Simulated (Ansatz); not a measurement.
SnO$_{2}$:
Space group P4₂/mnm (No. 136); a = 4.828 Å, b = 4.828 Å, c = 3.238 Å, α = 90.00°, β = 90.00°, γ = 90.00°

```
atom  site  symmetry       x       y       z
----  ----  --------  ------  ------  ------
Sn      2a      m.mm  0.0000  0.0000  0.0000
O       4f      m.2m  0.3066  0.3066  0.0000
```

Relaxed with PBE.

Question: Which orbitals make up the states near the band edges in the program Ansatz at the PBE level (PAW)?

Answer: Top 1 eV of the valence band: O 2p 98 %. Bottom 1 eV of the conduction band: Sn 5s 52 %, O 2s 24 %, O 2p 21 %. Projections are on Löwdin-orthogonalised atomic valence shells; empty p or d shells of many metals are not among them.

Question: Tabulate the density of states.

Answer: States/eV per cell of 6 atoms, in 0.25 eV bins, energy from the valence-band maximum.

| E (eV) | total | O 2p | Sn 5s | Sn 5p |
|---|---|---|---|---|
| -7.85 | 0.43 | 0.24 | 0.17 | 0.00 |
| -7.60 | 1.19 | 0.67 | 0.44 | 0.03 |
| -7.35 | 2.33 | 1.32 | 0.86 | 0.07 |
| -7.10 | 2.06 | 1.17 | 0.72 | 0.07 |
| -6.85 | 1.91 | 1.09 | 0.64 | 0.07 |
| -6.60 | 1.87 | 1.08 | 0.60 | 0.07 |
| -6.35 | 1.12 | 0.65 | 0.34 | 0.04 |
| -6.10 | 1.20 | 0.72 | 0.33 | 0.06 |
| -5.85 | 1.05 | 0.63 | 0.27 | 0.05 |
| -5.60 | 0.88 | 0.54 | 0.21 | 0.05 |
| -5.35 | 0.69 | 0.44 | 0.13 | 0.06 |
| -5.10 | 1.56 | 1.11 | 0.10 | 0.29 |
| -4.85 | 2.02 | 1.47 | 0.10 | 0.38 |
| -4.60 | 2.73 | 2.01 | 0.09 | 0.54 |
| -4.35 | 2.63 | 1.97 | 0.08 | 0.49 |
| -4.10 | 3.18 | 2.43 | 0.06 | 0.59 |
| -3.85 | 4.35 | 3.37 | 0.07 | 0.78 |
| -3.60 | 4.17 | 3.27 | 0.06 | 0.69 |
| -3.35 | 3.48 | 2.78 | 0.05 | 0.52 |
| -3.10 | 2.96 | 2.41 | 0.03 | 0.40 |
| -2.85 | 3.25 | 2.73 | 0.02 | 0.37 |
| -2.60 | 3.24 | 2.76 | 0.03 | 0.31 |
| -2.35 | 3.13 | 2.70 | 0.02 | 0.27 |
| -2.10 | 3.61 | 3.19 | 0.02 | 0.24 |
| -1.85 | 4.14 | 3.78 | 0.02 | 0.17 |
| -1.60 | 5.39 | 5.09 | 0.02 | 0.11 |
| -1.35 | 6.98 | 6.69 | 0.01 | 0.06 |
| -1.10 | 8.22 | 7.96 | 0.02 | 0.05 |
| -0.85 | 9.93 | 9.74 | 0.01 | 0.04 |
| -0.60 | 4.58 | 4.49 | 0.00 | 0.03 |
| -0.35 | 1.38 | 1.36 | 0.00 | 0.01 |
| -0.10 | 0.33 | 0.32 | 0.00 | 0.00 |
| 0.15 | 0.00 | 0.00 | 0.00 | 0.00 |
| 0.40 | 0.00 | 0.00 | 0.00 | 0.00 |
| 0.65 | 0.00 | 0.00 | 0.00 | 0.00 |
| 0.90 | 0.01 | 0.00 | 0.00 | 0.00 |
| 1.15 | 0.03 | 0.01 | 0.02 | 0.00 |
| 1.40 | 0.06 | 0.01 | 0.03 | 0.00 |
| 1.65 | 0.08 | 0.02 | 0.04 | 0.00 |
| 1.90 | 0.11 | 0.03 | 0.05 | 0.01 |
| 2.15 | 0.14 | 0.04 | 0.06 | 0.01 |
| 2.40 | 0.18 | 0.05 | 0.08 | 0.01 |
| 2.65 | 0.22 | 0.07 | 0.10 | 0.01 |
| 2.90 | 0.28 | 0.09 | 0.12 | 0.02 |
| 3.15 | 0.34 | 0.11 | 0.14 | 0.02 |
| 3.40 | 0.42 | 0.14 | 0.18 | 0.03 |
| 3.65 | 0.60 | 0.20 | 0.25 | 0.05 |
| 3.90 | 0.67 | 0.23 | 0.29 | 0.05 |
| 4.15 | 0.77 | 0.27 | 0.34 | 0.05 |
| 4.40 | 1.52 | 0.52 | 0.68 | 0.12 |
| 4.65 | 2.21 | 0.74 | 1.00 | 0.21 |
| 4.90 | 1.85 | 0.64 | 0.83 | 0.18 |
| 5.15 | 1.67 | 0.59 | 0.75 | 0.15 |
| 5.40 | 1.54 | 0.56 | 0.71 | 0.12 |

Space group P4_2/mnm (rutile). The PBE relaxation kept the symmetry of its start. Spin–orbit coupling is left out wherever it is not named.

Potentials: the later of the program's two PAW sets.
